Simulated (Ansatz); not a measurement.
Input, command and steps of an Ansatz relaxation.

```yaml
crystal:
  lattice:
    - [3.8255741425, 0.0, 0.0]
    - [-1.9127870713, 3.3130443915, 0.0]
    - [0.0, 0.0, 6.7281766031]
  atoms:
    - { symbol: Sn, position: [0.0, 0.0, 0.0] }
    - { symbol: Se, position: [0.3333333333, 0.6666666667, 0.234878109] }
    - { symbol: Se, position: [0.6666666667, 0.3333333333, 0.765121891] }
basis:
  ecutwfc: 420
kpoints:
  mp_grid: { grid: [12, 12, 4] }
hamiltonian:
  xc: pbe
scf:
  occupations: { method: gaussian, width: 0.02 }
output:
  forces: true
  stress: true
  eigenvalues: true
relax:
  adjacent_minimum: "off"
  f_tol: 0.01
  max_steps: 30
  cell: { stress_tol: 0.1, fix: [volume] }
```

```bash
ansatz run input.yaml --threads 1 --pin off --max-ram 2560MiB --backend cpu --events-out ev --progress --plain --runs-dir out
```

Method: DFT PBE, scalar-relativistic, plane waves, PAW (Ansatz).

The volume is held at 0.94 times that of the relaxed cell.

Of 5 frames 4 are shown, positions in Å and forces in eV/Å; the SCF threshold varies from step to step. Steps run on the plane waves of an earlier cell, with a Pulay correction in the pressure. The basis is chosen afresh for the last frame, the zero of the energies, and at times for earlier ones too; energy and pressure step there, also at an unchanged geometry. The mark taken_back stands on steps that the optimiser undid.

```xyz
3
Lattice="3.8256 0.0000 0.0000 -1.9128 3.3130 0.0000 0.0000 0.0000 6.7282" Properties=species:S:1:pos:R:3:forces:R:3 pbc="T T T" step=1 free_energy_over_end_meV_per_atom=4.74 pressure_GPa=2.02
Sn    0.0000    0.0000    0.0000    0.0000    0.0000    0.0000
Se    0.0000    2.2087    1.5803    0.0000    0.0000    0.2688
Se    1.9128    1.1043    5.1479    0.0000    0.0000   -0.2688
3
Lattice="3.8465 0.0000 0.0000 -1.9232 3.3312 0.0000 0.0000 0.0000 6.6552" Properties=species:S:1:pos:R:3:forces:R:3 pbc="T T T" step=2 free_energy_over_end_meV_per_atom=9.14 pressure_GPa=-0.90 taken_back
Sn    0.0000    0.0000    0.0000    0.0000    0.0000    0.0000
Se    0.0000    2.2208    1.6552    0.0000    0.0000   -0.4736
Se    1.9232    1.1104    5.0000    0.0000    0.0000    0.4736
3
Lattice="3.8471 0.0000 0.0000 -1.9236 3.3317 0.0000 0.0000 0.0000 6.6531" Properties=species:S:1:pos:R:3:forces:R:3 pbc="T T T" step=3 free_energy_over_end_meV_per_atom=0.48 pressure_GPa=0.70
Sn    0.0000    0.0000    0.0000    0.0000    0.0000    0.0000
Se    0.0000    2.2211    1.6008    0.0000    0.0000    0.0040
Se    1.9236    1.1106    5.0523    0.0000    0.0000   -0.0040
3
Lattice="3.8625 0.0000 0.0000 -1.9313 3.3450 0.0000 0.0000 0.0000 6.6001" Properties=species:S:1:pos:R:3:forces:R:3 pbc="T T T" step=5 free_energy_over_end_meV_per_atom=0.00 pressure_GPa=0.40
Sn    0.0000    0.0000    0.0000    0.0000    0.0000    0.0000
Se    0.0000    2.2300    1.5968    0.0000    0.0000   -0.0061
Se    1.9313    1.1150    5.0032    0.0000    0.0000    0.0061
```

It took 48 s on 1 thread of Arm Neoverse V2 (shared host), peak memory 0.44 GiB.

The cell holds layers, and where no dispersion correction was added their binding is poorly described.